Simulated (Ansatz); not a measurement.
# Fields on a plane of NbSi2 (CrSi2 type, space group P6_222)

```yaml
crystal:
  lattice:
    - [4.76755, 0.00000, 0.00000]
    - [-2.38378, 4.12882, 0.00000]
    - [0.00000, 0.00000, 6.57584]
  atoms:
    - { symbol: Nb, position: [0.50000, 0.00000, 0.00000] }
    - { symbol: Nb, position: [0.50000, 0.50000, 0.33333] }
    - { symbol: Nb, position: [0.00000, 0.50000, 0.66667] }
    - { symbol: Si, position: [0.15966, 0.31932, 0.00000] }
    - { symbol: Si, position: [0.84034, 0.15966, 0.33333] }
    - { symbol: Si, position: [0.68068, 0.84034, 0.66667] }
    - { symbol: Si, position: [0.84034, 0.68068, 0.00000] }
    - { symbol: Si, position: [0.15966, 0.84034, 0.33333] }
    - { symbol: Si, position: [0.31932, 0.15966, 0.66667] }
```

The slice is a (0001) plane (indices of the conventional cell) through the point (0.160, 0.319, 0.000) (fractional), spanned by u = [110] and v = [1 -1 0] in vectors of this cell: u (4.77 Å) and v (8.26 Å, at 90° to u). It covers one period; positions are fractions (u, v).

Atoms on it: Nb at (0.01, 0.33); Nb at (0.51, 0.83); Si at (0.00, 0.00); Si at (0.50, 0.50); Si at (0.02, 0.66); Si at (0.52, 0.16).

All values below come from PBEsol (plane waves to 420 eV, PAW, scalar-relativistic; Ansatz, a quantum-chemistry and plane-wave program). k mesh 11×11×7. These are valence fields of a PAW run, semicore shells included where kept as valence: close to a nucleus they are smooth pseudo fields. NbSi2 is run without spin polarisation. NbSi2 was relaxed with its symmetry unable to fall. The PAW data are Ansatz's earlier set.

```
|xxx486100574xx|
|xxx650xxxx36xx|
|24781xxxxx0674|
|89980xxxxxx699|
|45770xxxxx0786|
|xxx54xxxxx274x|
|xxx175000376xx|
|xxxx79766895xx|
|xxxx77424796xx|
|xxx46xxxxx781x|
|x2583xxxxx4984|
|67892xxxxx2997|
|00574xxxxx4861|
|xxx36xxxxx650x|
|xxx067424781xx|
|xxxx69989980xx|
|xxx078645770xx|
|xxx274xxxx54xx|
|00376xxxxx1750|
|66895xxxxxx797|
|24796xxxxxx774|
|xxx781xxxx46xx|
|xxx4984x2583xx|
|xxx299767892xx|
```
Scale: ten equal steps from 1.00 (start of '0') to 9.91 (end of '9'), in the order '0123456789'. Values: electrostatic potential energy of an electron, from the cell's mean, in eV. The map has 14 points along u (one character each, u = 0 at the left) and 24 along v (v = 0 in the bottom row). Points within 1 Å of a nucleus are blanked (x), as the pseudised field means little there. Values under 1 eV are set to 1. The zero, the cell's mean, hangs on the PAW cores.

```tsv
v \ u	0.00	0.14	0.29	0.43	0.57	0.71	0.86
0.88	0.57	0.56	0.18	0.75	x	0.24	0.56
0.75	0.53	0.71	0.25	0.62	0.69	0.18	0.70
0.62	x	0.49	0.63	0.70	0.68	0.45	0.58
0.50	0.42	0.46	0.71	x	x	0.66	0.37
0.38	x	0.67	0.30	0.60	0.59	0.35	0.57
0.25	0.72	0.41	0.44	0.66	0.58	0.60	0.29
0.12	0.73	0.54	0.55	0.36	x	0.68	0.63
0.00	x	0.54	0.48	0.38	0.44	0.57	0.58
```

Values: electron localisation function (ELF). Points within 0.5 Å of a nucleus are blanked (x), as the pseudised field means little there.
